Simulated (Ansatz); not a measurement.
Relaxed C (diamond):

```yaml
crystal:
  lattice:
    - [0.00000, 3.56028, 3.56028]
    - [1.78014, 0.00000, 1.78014]
    - [1.78014, 1.78014, 0.00000]
  atoms:
    - { symbol: C, position: [0.25000, 0.50000, 0.50000] }
    - { symbol: C, position: [0.75000, 0.50000, 0.50000] }
    - { symbol: C, position: [0.37500, 0.75000, 0.75000] }
    - { symbol: C, position: [0.87500, 0.75000, 0.75000] }
```

Calculation: r2SCAN (plane waves to 500 eV, PAW, scalar-relativistic; Ansatz, an electronic-structure program). k mesh 13×13×13 (Γ-centred), Fermi-Dirac smearing 0.05 eV. C was relaxed with its symmetry unable to fall.

One atom of the cell was then moved (with its periodic images), all else fixed, and the forces (eV/Å) came out as:

| atom | Fx | Fy | Fz |
|---|---|---|---|
| C1 | 3.801 | 0.143 | 0.143 |
| C2 | 0.908 | -0.163 | -0.163 |
| C3 | -5.243 | 0.454 | 0.454 |
| C4 | 0.534 | -0.434 | -0.434 |

Problem. Which atom was moved, and by which vector (Å)?

Solution. C3, by (0.12, 0.00, 0.00), 0.12 Å in all.

(A displaced cell: forces are minus the slopes of the energy, force constants its curvatures, and phonons follow from these.)
